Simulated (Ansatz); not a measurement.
Relaxed-ion elastic tensor of Al2Pt (fluorite or antifluorite type, Fm-3m) in GPa (Voigt order), r²SCAN (plane waves, PAW; program Ansatz); density 8.04 g/cm³, 17.15 Å³ per atom.

```
 191   117   117   0.0   0.0   0.0
 117   191   117   0.0   0.0   0.0
 117   117   191   0.0   0.0   0.0
 0.0   0.0   0.0  49.9   0.0   0.0
 0.0   0.0   0.0   0.0  49.9   0.0
 0.0   0.0   0.0   0.0   0.0  49.9
```

Task: Is the crystal mechanically stable?

Result: Yes: the smallest eigenvalue of C is 49.9 GPa.

Task: Work out the Voigt, Reuss and Hill averages.

Result: K_V = 142, K_R = 142, K_H = 142; G_V = 44.7, G_R = 43.8, G_H = 44.3 GPa.

Task: Give Young's modulus, Poisson's ratio, Pugh's ratio and the universal anisotropy index.

Result: E = 9KG/(3K + G) = 120 GPa; ν = 0.36; K/G = 3.20 (ductile by the Pugh limit of 1.75); A_U = 5G_V/G_R + K_V/K_R − 6 = 0.11.

Task: Estimate the sound speeds and the Debye temperature.

Result: v_l = √((K + 4G/3)/ρ) = 5000 m/s, v_t = √(G/ρ) = 2350 m/s, mean 2640 m/s; Θ = (h/k)(3n/4πV)^(1/3) v_m = 305 K.

Task: Give the Zener ratio and Young's modulus along [100], [110] and [111].

Result: A = 2C44/(C11 − C12) = 1.35; 1/E = S11 − 2(S11 − S12 − S44/2)Γ with Γ = 0, 1/4, 1/3 gives 102, 124, 134 GPa.

The cell was relaxed with r²SCAN under the symmetry of its start; of distortions, only those at the zone centre were tested. The run is not spin-polarised. As this level gives no gap, shear constants depend on the k-mesh and smearing (Fermi–Dirac, 0.1 eV here). Spin–orbit coupling is left out wherever it is not named.

Potentials: the later of the program's two PAW sets.
